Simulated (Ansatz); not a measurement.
Input:

Ti$_{3}$Al:
```cif
data_Al2Ti6
_chemical_formula_sum 'Ti6 Al2'
_space_group_name_H-M_alt 'P63/mmc'
_space_group_IT_number 194
_space_group_name_Hall '-P 6c 2c'
_cell_length_a 5.68796
_cell_length_b 5.68796
_cell_length_c 4.60689
_cell_angle_alpha 90.000
_cell_angle_beta 90.000
_cell_angle_gamma 120.000
loop_
_atom_site_label
_atom_site_type_symbol
_atom_site_symmetry_multiplicity
_atom_site_Wyckoff_symbol
_atom_site_fract_x
_atom_site_fract_y
_atom_site_fract_z
_atom_site_occupancy
Ti1 Ti 6 h 0.33924 0.16962 0.25000 1
Al1 Al 2 c 0.33333 0.66667 0.25000 1
```

This is the PBEsol-relaxed structure.

Q: All from plane-wave PAW PBEsol (Ansatz code), unless another level is named. Give the formation energy from the elements (no fitted shifts).

A: -0.27 eV/atom.

Q: Give the density of states at the Fermi level.

A: 0.46 states/eV per atom (mean over ±0.08 eV).

Space group P6_3/mmc. Symmetry was held in the PBEsol relaxation; of distortions, only those at the zone centre were tested. The run is not spin-polarised. The references are the lowest solids computed at this level, not always the standard phases.

Potentials: the later of the program's two PAW sets.
